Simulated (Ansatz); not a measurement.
**Ge₂Sb₃Se: computed properties**

Theory: Ansatz, DFT PBE, scalar-relativistic, plane waves, PAW.

Settings: cutoff 420 eV, Γ-centred mesh 10×10×10 on the computed 6-atom cell, Gaussian smearing of 0.10 eV; no spin polarisation.

The structure is relaxed at this level of theory with its symmetry kept, and needn't be the ground state of this composition.

```
Ge Sb Se
1.0
    -2.81391    2.81391    5.37897
     2.81391   -2.81391    5.37897
     2.81391    2.81391   -5.37897
Ge Sb Se
2 3 1
Direct
  0.73354 0.73354 0.00000
  0.26646 0.26646 0.00000
  0.75000 0.25000 0.50000
  0.25000 0.75000 0.50000
  0.00000 0.00000 0.00000
  0.50000 0.50000 0.00000
```

Problem. Formation energy from the elements' standard states (uncorrected)?

Solution. +0.445 eV/atom.

Problem. Kohn–Sham band gap?

Solution. none (metal).

Problem. Density of states at the Fermi level?

Solution. 6.5 states/eV per cell.

Problem. Orbital (Löwdin) character within 0.5 eV of the Fermi level?

Solution. Sb 5p 64 %, Se 4p 18 %, Ge 4p 10 %.

Problem. Bader charge by site (e)?

Solution. Ge (2 in the cell) 0.10, Sb (2 in the cell) 0.11, Sb (1 in the cell) 0.14, Se (1 in the cell) -0.57.

Spin-orbit coupling is left out, which matters for the bands of heavy elements. Spin polarisation was left out, and a magnetic state may lie lower.

Another cell of Ge2Sb3Se relaxed alike, in P-4m2, lies 243 meV/atom lower, so this cell isn't the stable form at this level.

The cell was found from a structure generator's guess, not taken from experiment. Löwdin shares on free-atom orbitals overweight diffuse shells.
